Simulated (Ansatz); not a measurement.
**Structure relaxation, Sn**

The start is a relaxed Sn cell displaced along its unstable phonon at q = (½, 0, 0) of its primitive reciprocal cell (17i cm⁻¹), largest move 0.15 Å. The structure is fully relaxed (lattice and positions, P = 0) with PBEsol (plane waves to 420 eV, PAW, scalar-relativistic; Ansatz, a program for electronic structure). The first steps use a coarse 6×11×11 k-mesh.

Starting cell:
```
CELL_PARAMETERS angstrom
      6.06280     0.00000     0.00000
      0.00000     3.03140     0.00000
      0.00000     0.00000     3.03140
ATOMIC_POSITIONS crystal
  Sn 0.25000 0.50000 0.45052
  Sn 0.75000 0.50000 0.54948
```

**Question.** What is the largest force in the starting geometry, and on which atom (counted from 1)?

**Answer.** 0.02 eV/Å, on Sn1, Sn2 (atoms numbered as listed).

**Question.** How does the volume per atom move from start to end?

**Answer.** -3.4 %, from 27.86 to 26.92 Å³/atom.

**Question.** Is the parent structure recovered?

**Answer.** It does not go back: it reaches P6/mmm (No. 191), AFLOW prototype A_hP1_191_a (A_f, as in Sn), 0.05 eV/atom below the parent.

**Question.** How do the shortest distances between atoms change?

**Answer.** The closest pairs of elements (up to four, under 3.6 Å), start → end: Sn–Sn 3.03 → 3.03 Å.

**Question.** What band gap does the relaxed structure have at this level?

**Answer.** Zero (metallic).

**Question.** What does it relax into? Give the structure.

**Answer.** 
```cif
data_Sn
_chemical_formula_sum 'Sn1'
_space_group_name_H-M_alt 'P6/mmm'
_space_group_IT_number 191
_space_group_name_Hall '-P 6 2'
_cell_length_a 3.20457
_cell_length_b 3.20457
_cell_length_c 3.02709
_cell_angle_alpha 90.000
_cell_angle_beta 90.000
_cell_angle_gamma 120.000
loop_
_atom_site_label
_atom_site_type_symbol
_atom_site_symmetry_multiplicity
_atom_site_Wyckoff_symbol
_atom_site_fract_x
_atom_site_fract_y
_atom_site_fract_z
_atom_site_occupancy
Sn1 Sn 1 b 0.00000 0.00000 0.50000 1
```

Final values are on a 17×17×15 k-mesh of the relaxed cell. No spin polarisation in the result.

The run could not lose the symmetry of its start: the end is stationary, and may be a saddle point rather than a minimum.

The relaxed structure here is a generated cell of Sn: the first start was made by placing the elements on the sites of a structure type, and the end was not matched to a known phase here, so it may be hypothetical. Known forms of Sn include space group No. 141, 227.
